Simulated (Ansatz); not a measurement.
# SrCo₃ in the AuCu3-type structure

Level of theory: DFT, PBE, scalar-relativistic, collinear spin; plane waves to 420 eV with PAW datasets (Ansatz 0.2.0), 8×8×8 k-mesh, Gaussian smearing of 0.05 eV. The datasets are Ansatz's generated set soft_2.

```xyz
4
Lattice="4.0068 0.0000 0.0000 0.0000 4.0068 0.0000 0.0000 0.0000 4.0068" Properties=species:S:1:pos:R:3 pbc="T T T"
Sr    0.0000    0.0000    0.0000
Co    0.0000    2.0034    2.0034
Co    2.0034    2.0034    0.0000
Co    2.0034    0.0000    2.0034
```

The start was a prototype's sites filled with these elements, not a measured cell.

Magnetic state: ferromagnetic, site spin moments Sr -0.10; Co 1.52 μB.

The cell above was scaled in volume, its shape and atoms being fixed by the lattice's symmetry. Energies are counted from the cell above.

Cell and atoms are those of this level's equilibrium.

```
V (Å³/atom)  ΔE (meV/atom)  P from the stress (GPa)
     15.198          12.72                     4.84
     15.439           6.57                     3.38
     15.760           1.60                     1.60
     16.082           0.00                    -0.01
     16.404           1.52                    -1.48
     16.725           5.86                    -2.80
     17.208          17.01                    -4.51
     17.690          32.87                    -5.84
```

Problem. Do the energies and the pressures agree? Compare −ΔE/ΔV between neighbouring points (1 meV/Å³ = 0.1602 GPa) with the mean of their pressures.

Solution. 
```json
{"interval (Å³/atom)": "15.20 to 15.44", "−ΔE/ΔV (GPa)": "4.1", "mean P (GPa)": "4.1"}
{"interval (Å³/atom)": "15.44 to 15.76", "−ΔE/ΔV (GPa)": "2.5", "mean P (GPa)": "2.5"}
{"interval (Å³/atom)": "15.76 to 16.08", "−ΔE/ΔV (GPa)": "0.8", "mean P (GPa)": "0.8"}
{"interval (Å³/atom)": "16.08 to 16.40", "−ΔE/ΔV (GPa)": "-0.8", "mean P (GPa)": "-0.7"}
{"interval (Å³/atom)": "16.40 to 16.73", "−ΔE/ΔV (GPa)": "-2.2", "mean P (GPa)": "-2.1"}
{"interval (Å³/atom)": "16.73 to 17.21", "−ΔE/ΔV (GPa)": "-3.7", "mean P (GPa)": "-3.7"}
{"interval (Å³/atom)": "17.21 to 17.69", "−ΔE/ΔV (GPa)": "-5.3", "mean P (GPa)": "-5.2"}
```
They differ by 0.09 GPa at most.

Problem. What do the two routes give for V0, B0 and B0′?

Solution. A third-order Birch–Murnaghan fit of the energies: V0 = 16.08 Å³/atom, B0 = 77 GPa, B0′ = 4.2. A polynomial of P in ln V, with B = −dP/d ln V at P = 0: V0 = 16.08 Å³/atom, B0 = 77 GPa, B0′ = 4.0.

B0·V0 = 76.8 GPa × 16.08 Å³ = 7.71 eV/atom sets the scale: near the minimum ΔE ≈ ½ B0 V0 x², with x = V/V0 − 1, and a pressure of 0.8 GPa squeezes the volume by about 1 %. At the ends of the curve: x = −5.5 % predicts 11.5 meV/atom and the run gives 12.7; x = +10.0 % predicts 38.8 meV/atom and the run gives 32.9. The lopsidedness is anharmonic: atoms resist being pushed together more than being pulled apart.

The run wasn't fully tested for a lower electronic state. Site moments are of spin, integrated over atomic spheres. A displaced or strained copy of the relaxed cell lay 1.7 meV/atom lower, so the structure isn't a true minimum at this level, unless the mesh, which matters in a metal, makes it so. The moments were started parallel, and the real magnetic order may be another.
